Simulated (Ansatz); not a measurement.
Values for one crystal, relaxed and computed with the program Ansatz at the r²SCAN level (PAW); other levels are named.

- Volume per atom: 14.67 Å³
- Band gap: 0.58 eV (indirect)
- Formation energy from the elements (no fitted shifts): -1970 meV/atom
- Conduction-band minimum: at X (3 equivalent valleys)
- Smallest direct gap on the standard path: 0.98 eV
- Valence-band maximum: at Γ

Task: Which compound is it?
A) YN, rock salt
B) CdSe, wurtzite
C) Si3N4, P6_3/m (Si on 6h, N on 2d, N on 6h)
D) PtS, P4_2/mmc (Pt on 2c, S on 2e)

Result: A, YN, rock salt

Space group Fm-3m (rock salt). The cell was relaxed with r²SCAN under the symmetry of its start. No spin polarisation was allowed. The references are the lowest solids computed at this level, not always the standard phases (solids in place of the gases). Spin–orbit coupling is left out wherever it is not named.

Potentials: the earlier of the program's two PAW sets.
